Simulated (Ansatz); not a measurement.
**CaAg2Ge2 under strain**

Theory: DFT PBEsol, scalar-relativistic, plane waves, PAW (Ansatz 0.2.0). (420 eV cutoff, 8×8×4 k-mesh, Gaussian smearing of 0.10 eV, no spin polarisation)

Starting point, cell and atoms relaxed:

```
Ca Ag Ge
1.0
     4.29228    0.00000    0.00000
     0.00000    4.29228    0.00000
     0.00000    0.00000   10.76665
Ca Ag Ge
2 4 4
Direct
  0.00000 0.00000 0.00000
  0.50000 0.50000 0.50000
  0.00000 0.50000 0.25000
  0.50000 0.00000 0.25000
  0.50000 0.00000 0.75000
  0.00000 0.50000 0.75000
  0.00000 0.00000 0.38844
  0.50000 0.50000 0.11156
  0.50000 0.50000 0.88844
  0.00000 0.00000 0.61156
```

Deformation: c alone is stretched, the rest of the cell is held and the atoms relax, all within the symmetry that the strain leaves. Energies are extrapolated to zero smearing. On this cell's mesh the reference holds a stress of up to 0.23 GPa.

```
strain (%)  ΔE (meV/atom) a (Å) b (Å) c (Å)
      -4.5           16.8  4.292  4.292  10.282
      -3.0            7.3  4.292  4.292  10.444
      -1.5            1.6  4.292  4.292  10.605
      +0.0            0.0  4.292  4.292  10.767
      +1.5            2.2  4.292  4.292  10.928
      +3.0            7.9  4.292  4.292  11.090
      +4.5           16.5  4.292  4.292  11.251
```

What stiffness (1/V) d²E/dε² at zero strain does a cubic fit over all points give?

A cubic fit gives (1/V) d²E/dε² = 133 GPa at zero strain (the elastic constant along c at held a and b).